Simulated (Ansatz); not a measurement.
Ti2P:
```
CELL_PARAMETERS angstrom
      1.75955     1.01588     4.34343
     -1.75955     1.01588     4.34343
      0.00000    -2.03175     4.34343
ATOMIC_POSITIONS crystal
  Ti 0.75936 0.75936 0.75936
  Ti 0.24064 0.24064 0.24064
  P  0.00000 0.00000 0.00000
```

Relaxed with LDA.

**Question.** Which orbitals make up the states near the Fermi level in LDA in the plane-wave PAW code Ansatz?

**Answer.** Within 0.5 eV of the Fermi level: Ti 3d 90 %. Projections are on Löwdin-orthogonalised atomic valence shells; empty p or d shells of many metals are not among them.

**Question.** Tabulate the density of states.

**Answer.** States/eV per cell of 3 atoms, in 0.25 eV bins, energy from the Fermi level.

```csv
E (eV),total,Ti 3d,P 3p,Ti 4s
-7.85,0.00,0.00,0.00,0.00
-7.60,0.00,0.00,0.00,0.00
-7.35,0.00,0.00,0.00,0.00
-7.10,0.00,0.00,0.00,0.00
-6.85,0.00,0.00,0.00,0.00
-6.60,0.00,0.00,0.00,0.00
-6.35,0.00,0.00,0.00,0.00
-6.10,0.03,0.00,0.01,0.01
-5.85,0.15,0.02,0.07,0.06
-5.60,0.67,0.13,0.36,0.14
-5.35,1.75,0.36,0.99,0.30
-5.10,2.88,0.64,1.65,0.43
-4.85,2.19,0.54,1.25,0.28
-4.60,0.39,0.13,0.21,0.03
-4.35,1.14,0.30,0.69,0.11
-4.10,2.82,0.82,1.73,0.17
-3.85,2.86,0.86,1.80,0.10
-3.60,2.50,0.75,1.63,0.04
-3.35,1.95,0.73,1.15,0.02
-3.10,3.49,1.49,1.94,0.01
-2.85,1.08,0.46,0.60,0.00
-2.60,0.11,0.05,0.06,0.00
-2.35,0.00,0.00,0.00,0.00
-2.10,0.29,0.24,0.00,0.00
-1.85,1.33,1.12,0.02,0.05
-1.60,2.10,1.78,0.03,0.11
-1.35,2.96,2.42,0.06,0.25
-1.10,5.01,4.22,0.15,0.37
-0.85,3.81,3.05,0.12,0.34
-0.60,1.49,1.20,0.04,0.10
-0.35,1.50,1.36,0.03,0.04
-0.10,1.65,1.48,0.05,0.05
0.15,2.05,1.83,0.07,0.07
0.40,2.60,2.33,0.10,0.07
0.65,4.13,3.72,0.19,0.09
0.90,3.15,2.86,0.10,0.08
1.15,3.57,3.26,0.13,0.07
1.40,5.73,5.36,0.13,0.08
1.65,3.13,2.90,0.05,0.06
1.90,6.65,6.26,0.12,0.11
2.15,3.85,3.42,0.14,0.16
2.40,2.28,1.80,0.16,0.14
2.65,2.54,1.97,0.16,0.15
2.90,2.52,1.95,0.23,0.13
3.15,2.64,2.00,0.35,0.12
3.40,2.48,1.81,0.42,0.11
3.65,2.54,1.84,0.46,0.08
3.90,2.75,1.83,0.60,0.11
4.15,2.11,1.31,0.46,0.10
4.40,1.86,1.06,0.43,0.11
```

Space group R-3m. The start of the workflow was typed in or built on a structure type; neither database checked (COD, Materials Project) lists it. COD files the formula under space group No. 189. Whether it is the stable phase at ambient conditions was not checked. The LDA relaxation kept the symmetry of its start; its stability against distortions is not shown here. No spin polarisation was allowed. The volume moved by -38 % from the start of the relaxation.

Potentials: the earlier of the program's two PAW sets. The files were generated under PBE; for other functionals the program regenerates the frozen cores, and for LDA and PBEsol the local potential too.
